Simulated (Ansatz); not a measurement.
Given:

Li:
```cif
data_Li3
_chemical_formula_sum 'Li3'
_space_group_name_H-M_alt 'P 1'
_space_group_IT_number 1
_cell_length_a 7.52556
_cell_length_b 7.52556
_cell_length_c 7.52556
_cell_angle_alpha 22.946
_cell_angle_beta 22.946
_cell_angle_gamma 22.946
loop_
_space_group_symop_operation_xyz
  'x, y, z'
loop_
_atom_site_label
_atom_site_type_symbol
_atom_site_fract_x
_atom_site_fract_y
_atom_site_fract_z
_atom_site_occupancy
Li1 Li 0.77777 0.77777 0.77777 1
Li2 Li 0.22223 0.22223 0.22223 1
Li3 Li 0.00000 0.00000 0.00000 1
```

This is the LDA-relaxed structure.

### Question
All from the program Ansatz at the LDA level (PAW), unless another level is named. Give the highest zone-centre frequency.

### Answer
290 cm⁻¹.

### Question
What about the bulk modulus (Birch–Murnaghan fit)?

### Answer
15.0 GPa.

Space group R-3m (9R (Sm type)). The first step of the workflow began from a Materials Project structure, measured or hypothetical; the Crystallography Open Database files this formula in space group No. 166, but the cells were not matched. It is not the phase usual at ambient conditions (space group No. 229). Symmetry was held in the LDA relaxation; whether a distortion lowers the energy is not shown. As this level gives no gap, phonon frequencies hold no LO–TO term and depend on the k-mesh and smearing (Fermi–Dirac, 0.1 eV here).

Potentials: the earlier of the program's two PAW sets. The files were generated under PBE; for other functionals the program regenerates the frozen cores, and for LDA and PBEsol the local potential too.
